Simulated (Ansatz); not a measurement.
NaF in space group P6_3/mmc (No. 194; Na on 2d, F on 2c), plane-wave PAW r²SCAN (Ansatz code). The conduction-band minimum lies at Γ, with 1 equivalent valley. Second derivatives d²E/dk² of the lowest band at one valley (eV·Å²), along Cartesian directions:

```tsv
direction	d²E/dk²
[100]	12.42
[010]	12.42
[001]	11.74
[110]	12.42
[101]	12.08
[011]	12.08
```

Problem. Find the principal effective masses, the density-of-states mass and the conductivity mass.

Solution. Off-diagonal terms follow from H_xy = H[110] − (H_xx + H_yy)/2, and m*/mₑ = 7.620 eV·Å² over each eigenvalue: 0.61, 0.61, 0.65. One valley's DOS mass (m₁m₂m₃)^(1/3) = 0.63, conductivity mass 3/(Σ 1/mᵢ) = 0.62 mₑ.

Problem. What effective density of states Nc follows at 300 K for parabolic valleys?

Solution. Nc = 2.509e19 × 1 × (0.63)^(3/2) ≈ 1.3e19 cm⁻³.

The start of the workflow was typed in or built on a structure type; neither database checked (COD, Materials Project) lists it. It is not the phase usual at ambient conditions (space group No. 225). Symmetry was held in the r²SCAN relaxation; whether a distortion lowers the energy is not shown.

Potentials: the later of the program's two PAW sets.

Edges and masses are those of Kohn–Sham bands, whose gap is no quasiparticle gap.
